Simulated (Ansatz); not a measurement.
CsBrF:
Space group I4/mmm (No. 139); a = b = 4.303 Å, c = 20.000 Å, α = β = γ = 90.00°

```csv
atom,site,symmetry,x,y,z
Cs,4e,4mm,0.0000,0.0000,0.3301
Br,4e,4mm,0.0000,0.0000,0.0597
F,4e,4mm,0.0000,0.0000,0.1838
```
(The calculation used a cell of 6 atoms; values per cell refer to that cell.)

Relaxed with r²SCAN.

Task: Which orbitals make up the states near the band edges in r²SCAN in the plane-wave PAW code Ansatz?

Result: Top 1 eV of the valence band: Br 4p 64 %, F 2p 33 %. Bottom 1 eV of the conduction band: Br 4p 82 %, F 2p 11 %. Projections are on Löwdin-orthogonalised atomic valence shells; empty p or d shells of many metals are not among them.

Task: Tabulate the density of states.

Result: States/eV per cell of 6 atoms, in 0.25 eV bins, energy from the valence-band maximum.

| E (eV) | total | Cs 5p | F 2p | Br 4p |
|---|---|---|---|---|
| -7.85 | 0.00 | 0.00 | 0.00 | 0.00 |
| -7.60 | 0.00 | 0.00 | 0.00 | 0.00 |
| -7.35 | 0.00 | 0.00 | 0.00 | 0.00 |
| -7.10 | 0.00 | 0.00 | 0.00 | 0.00 |
| -6.85 | 0.00 | 0.00 | 0.00 | 0.00 |
| -6.60 | 2.07 | 1.88 | 0.14 | 0.04 |
| -6.35 | 12.98 | 12.03 | 0.49 | 0.28 |
| -6.10 | 17.20 | 16.18 | 0.53 | 0.33 |
| -5.85 | 14.36 | 13.84 | 0.29 | 0.13 |
| -5.60 | 1.39 | 1.37 | 0.01 | 0.00 |
| -5.35 | 0.00 | 0.00 | 0.00 | 0.00 |
| -5.10 | 0.00 | 0.00 | 0.00 | 0.00 |
| -4.85 | 0.00 | 0.00 | 0.00 | 0.00 |
| -4.60 | 0.00 | 0.00 | 0.00 | 0.00 |
| -4.35 | 4.81 | 0.22 | 0.77 | 3.56 |
| -4.10 | 3.19 | 0.28 | 0.44 | 2.30 |
| -3.85 | 0.00 | 0.00 | 0.00 | 0.00 |
| -3.60 | 0.00 | 0.00 | 0.00 | 0.00 |
| -3.35 | 0.00 | 0.00 | 0.00 | 0.00 |
| -3.10 | 0.00 | 0.00 | 0.00 | 0.00 |
| -2.85 | 0.00 | 0.00 | 0.00 | 0.00 |
| -2.60 | 4.32 | 0.12 | 0.25 | 3.81 |
| -2.35 | 4.49 | 0.09 | 0.32 | 3.99 |
| -2.10 | 5.74 | 0.09 | 0.90 | 4.70 |
| -1.85 | 11.70 | 0.26 | 8.65 | 2.41 |
| -1.60 | 7.26 | 0.15 | 6.24 | 0.68 |
| -1.35 | 16.47 | 0.53 | 13.79 | 1.89 |
| -1.10 | 6.02 | 0.33 | 5.35 | 0.27 |
| -0.85 | 8.00 | 0.11 | 6.15 | 1.36 |
| -0.60 | 5.34 | 0.06 | 0.83 | 4.39 |
| -0.35 | 4.90 | 0.04 | 0.52 | 4.30 |
| -0.10 | 5.76 | 0.01 | 0.40 | 5.32 |
| 0.15 | 0.00 | 0.00 | 0.00 | 0.00 |
| 0.40 | 0.00 | 0.00 | 0.00 | 0.00 |
| 0.65 | 0.00 | 0.00 | 0.00 | 0.00 |
| 0.90 | 0.00 | 0.00 | 0.00 | 0.00 |
| 1.15 | 0.00 | 0.00 | 0.00 | 0.00 |
| 1.40 | 0.00 | 0.00 | 0.00 | 0.00 |
| 1.65 | 0.00 | 0.00 | 0.00 | 0.00 |
| 1.90 | 0.00 | 0.00 | 0.00 | 0.00 |
| 2.15 | 0.00 | 0.00 | 0.00 | 0.00 |
| 2.40 | 0.00 | 0.00 | 0.00 | 0.00 |
| 2.65 | 0.00 | 0.00 | 0.00 | 0.00 |
| 2.90 | 0.80 | 0.00 | 0.08 | 0.62 |
| 3.15 | 7.20 | 0.04 | 0.83 | 5.92 |
| 3.40 | 0.00 | 0.00 | 0.00 | 0.00 |
| 3.65 | 0.00 | 0.00 | 0.00 | 0.00 |
| 3.90 | 0.00 | 0.00 | 0.00 | 0.00 |
| 4.15 | 0.00 | 0.00 | 0.00 | 0.00 |
| 4.40 | 0.00 | 0.00 | 0.00 | 0.00 |
| 4.65 | 0.00 | 0.00 | 0.00 | 0.00 |
| 4.90 | 0.00 | 0.00 | 0.00 | 0.00 |
| 5.15 | 0.00 | 0.00 | 0.00 | 0.00 |
| 5.40 | 0.00 | 0.00 | 0.00 | 0.00 |
| 5.65 | 0.26 | 0.00 | 0.00 | 0.01 |
| 5.90 | 0.44 | 0.00 | 0.00 | 0.01 |
| 6.15 | 0.78 | 0.01 | 0.00 | 0.01 |
| 6.40 | 1.04 | 0.01 | 0.00 | 0.01 |
| 6.65 | 1.64 | 0.01 | 0.01 | 0.02 |
| 6.90 | 4.54 | 0.02 | 0.03 | 0.05 |
| 7.15 | 6.60 | 0.04 | 0.08 | 0.07 |
| 7.40 | 5.84 | 0.04 | 0.08 | 0.06 |
| 7.65 | 3.75 | 0.01 | 0.03 | 0.02 |

The workflow started from a Materials Project entry (that database holds measured and hypothetical structures alike); the Crystallography Open Database copy checked does not list it. Whether it is the stable phase at ambient conditions was not checked. Symmetry was held in the r²SCAN relaxation; its stability against distortions is not shown here. Scalar-relativistic: spin–orbit coupling is off unless named, which matters more the heavier the elements.

Potentials: the later of the program's two PAW sets.
